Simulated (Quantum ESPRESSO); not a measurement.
Space group P4₂/mnm (No. 136); a = b = 4.423 Å, c = 2.884 Å, α = β = γ = 90.00°

```
atom  site  symmetry       x       y       z
----  ----  --------  ------  ------  ------
O       4f      m.2m  0.3063  0.3063  0.0000
Ge      2a      m.mm  0.0000  0.0000  0.0000
```

Cell and atoms were relaxed with PBEsol from Materials Project entry mp-470, within its symmetry.

What does norm-conserving PBE (Quantum ESPRESSO, 84 Ry, without SOC) give for the electronic structure near the Fermi level?

The PBE gap is direct, 1.66 eV at Γ. Spin-orbit splittings are left out.
